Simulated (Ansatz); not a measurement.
The relaxed structure here is a generated cell of TiB2: the first start was made by placing the elements on the sites of a structure type, and the end was not matched to a known phase here, so it may be hypothetical. Known forms of TiB2 include space group No. 191.

The end point of a relaxation of TiB$_{2}$. Space group C222₁ (No. 20). Level of theory: PBEsol (plane waves to 420 eV, PAW, scalar-relativistic; Ansatz, an electronic-structure program).

```xyz
12
Lattice="2.1983 -3.7724 0.0000 2.1983 3.7724 0.0000 0.0000 0.0000 6.9879" Properties=species:S:1:pos:R:3 pbc="T T T"
B      2.1983     0.5955     5.2410
B      2.1983    -0.5955     1.7470
B      0.4769     0.0000     3.4940
B      3.9197     0.0000     0.0000
B      3.7809    -0.7681     2.2936
B      0.6157    -0.7681     1.2004
B      3.7809     0.7681     4.6944
B      0.6157     0.7681     5.7875
Ti     1.2696     1.3674     0.7918
Ti     3.1270     1.3674     2.7021
Ti     1.2696    -1.3674     6.1961
Ti     3.1270    -1.3674     4.2858
```

- Volume per atom: 9.66 Å³
- Band gap: no gap (metallic)
- Shortest distances: B–B 1.65 Å; B–Ti 2.18 Å; Ti–Ti 2.66 Å
- k-mesh: 10×10×6

Band energies at high-symmetry points (eV from the Fermi level; labels of this space group; no spin-orbit coupling), from −5 eV up to 2.4 eV:

```
point                                                                                                         energies
-----  ---------------------------------------------------------------------------------------------------------------
Γ                 -4.50 -3.89 -3.83 -3.36 -3.00 -2.90 -2.65 -2.10 -1.70 -1.36 -1.30 0.14 0.25 0.62 1.16 1.30 1.90 2.18
Y            -4.08 -3.10 -2.69 -2.42 -2.11 -1.58 -1.36 -1.14 -0.42 -0.21 -0.04 0.34 1.11 1.61 1.82 1.87 2.01 2.26 2.40
C0      -4.28 -3.76 -3.14 -2.48 -2.42 -2.22 -1.22 -1.18 -1.09 -0.61 -0.33 0.36 0.56 1.06 1.13 1.53 1.70 1.91 1.96 2.41
Σ0      -4.28 -3.76 -3.14 -2.48 -2.42 -2.22 -1.22 -1.18 -1.09 -0.61 -0.33 0.36 0.56 1.06 1.13 1.53 1.70 1.91 1.96 2.41
Z      -4.10 -4.10 -3.57 -3.57 -2.76 -2.76 -2.03 -2.03 -1.69 -1.69 -0.82 -0.82 0.40 0.40 1.33 1.33 2.23 2.23 2.41 2.41
A0       -4.48 -4.48 -3.72 -3.72 -2.83 -2.83 -1.93 -1.93 -0.98 -0.98 0.08 0.08 0.61 0.61 0.92 0.92 1.19 1.19 1.83 1.83
E0       -4.48 -4.48 -3.72 -3.72 -2.83 -2.83 -1.93 -1.93 -0.98 -0.98 0.08 0.08 0.61 0.61 0.92 0.92 1.19 1.19 1.83 1.83
T                  -3.75 -3.75 -3.11 -3.11 -1.50 -1.50 -1.06 -1.06 -0.73 -0.73 0.76 0.76 1.07 1.07 1.83 1.83 2.34 2.34
```

No spin polarisation in the result.

The run could not lose the symmetry of its start: the end is stationary, and may be a saddle point rather than a minimum.
